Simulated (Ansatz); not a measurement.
Relaxed polymorphs of Zn. All values below come from PBEsol (plane waves to 420 eV, PAW, scalar-relativistic; Ansatz, a first-principles code). One row is withheld; estimate it from its structure type, its coordination and the trend of the others.

```
structure                                 coordination  E − E(first row) (eV/atom)  V (Å³/atom)
---------------------------  -------------------------  --------------------------  -----------
P6₃/mmc, hP2, hcp (Mg type)  Zn 12 (anticuboctahedral)                        0.00        14.01
Fd-3m, cF8, diamond type            Zn 4 (tetrahedral)                        0.61        22.61
Im-3m, cI2, bcc (W type)                Zn 8 (cubic)+6                        0.09        14.30
I4₁/amd, tI4                                         –                        0.23        16.07
Fm-3m, cF4, fcc (Cu type)        Zn 12 (cuboctahedral)                         [?]          [?]
```

Question: Fill in the missing entries.

Answer: 
- Fm-3m, cF4, fcc (Cu type), E − E(first row) (eV/atom): 0.03
- Fm-3m, cF4, fcc (Cu type), V (Å³/atom): 14.13

The withheld cell: Fm-3m (No. 225), cF4, fcc (Cu type); a = 3.8381 Å, b = 3.8381 Å, c = 3.8381 Å, α = 90.00°, β = 90.00°, γ = 90.00°; Zn 4a (0.000, 0.000, 0.000). Coordination numbers (neighbours up to the widest gap in distance over summed covalent radii, below 1.35; n+m marks a second, longer set).

Each run could gain symmetry but not lose that of its start, so entries can be saddle points. From databases, or of a type measured for this composition: P6₃/mmc, hP2, hcp (Mg type); Fm-3m, cF4, fcc (Cu type); the others are generated cells (placed on structure types, drawn at random, substituted or restacked) that were not matched to a known phase here. Static energies at zero pressure. No spin polarisation in the result.
